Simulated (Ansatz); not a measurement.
WS₂:
```xyz
6
Lattice="3.1717 0.0000 0.0000 -1.5859 2.7468 0.0000 0.0000 0.0000 12.5517" Properties=species:S:1:pos:R:3 pbc="T T T"
W      0.0000     1.8312     3.1379
W      1.5859     0.9156     9.4137
S      0.0000     1.8312     7.8532
S      1.5859     0.9156     1.5773
S      1.5859     0.9156     4.6985
S      0.0000     1.8312    10.9743
```

Relaxed with r²SCAN+D4.

Task: Map the electron localisation function on the plane through (0.333, 0.667, 0.250) spanned by u = [0, 0, 1] and v = [1, -1, 0] in lattice vectors, from the program Ansatz at the r²SCAN+D4 level (PAW).

Result: x is the fraction of u, y of v (the angle between them is 90°; rows are the nearest grid lines); atoms in the plane: W at (0.00, 0.00), W at (0.50, 0.33), S at (0.38, 0.00), S at (0.88, 0.33), S at (0.12, 0.33), S at (0.62, 0.00).
```
y \ x   0.000  0.100  0.175  0.275  0.375  0.450  0.550  0.625  0.725  0.825  0.900   1.00
------  -----  -----  -----  -----  -----  -----  -----  -----  -----  -----  -----  -----
1.00    0.013  0.197  0.036  0.866  0.002  0.652  0.652  0.002  0.866  0.036  0.197  0.013
0.926   0.609  0.197  0.048  0.794  0.361  0.671  0.671  0.361  0.794  0.048  0.197  0.609
0.852   0.576  0.173  0.052  0.448  0.783  0.572  0.572  0.783  0.448  0.052  0.173  0.576
0.778   0.259  0.116  0.040  0.067  0.479  0.349  0.349  0.479  0.067  0.040  0.116  0.259
0.704   0.528  0.062  0.022  0.010  0.051  0.240  0.240  0.051  0.010  0.022  0.062  0.528
0.630   0.543  0.071  0.027  0.009  0.043  0.228  0.228  0.043  0.009  0.027  0.071  0.543
0.556   0.451  0.457  0.396  0.013  0.093  0.140  0.140  0.093  0.013  0.396  0.457  0.451
0.444   0.237  0.761  0.899  0.015  0.176  0.348  0.348  0.176  0.015  0.899  0.761  0.237
0.370   0.164  0.213  0.926  0.019  0.178  0.710  0.710  0.178  0.019  0.926  0.213  0.164
0.296   0.159  0.226  0.927  0.019  0.198  0.711  0.711  0.198  0.019  0.927  0.226  0.159
0.222   0.130  0.845  0.905  0.031  0.624  0.388  0.388  0.624  0.031  0.905  0.845  0.130
0.148   0.483  0.789  0.711  0.291  0.865  0.423  0.423  0.865  0.291  0.711  0.789  0.483
0.0741  0.586  0.309  0.130  0.779  0.449  0.680  0.680  0.449  0.779  0.130  0.309  0.586
0.000   0.013  0.197  0.036  0.866  0.002  0.652  0.652  0.002  0.866  0.036  0.197  0.013
```

The density is the valence pseudo-density with augmentation charge, so density and ELF within about 1 Å of a nucleus are not all-electron values.

Space group P6_3/mmc. The r²SCAN+D4 relaxation kept the symmetry of its start; of distortions, only those at the zone centre were tested. The run is not spin-polarised. Scalar-relativistic: spin–orbit coupling is off unless named, which matters more the heavier the elements.

Potentials: the later of the program's two PAW sets.
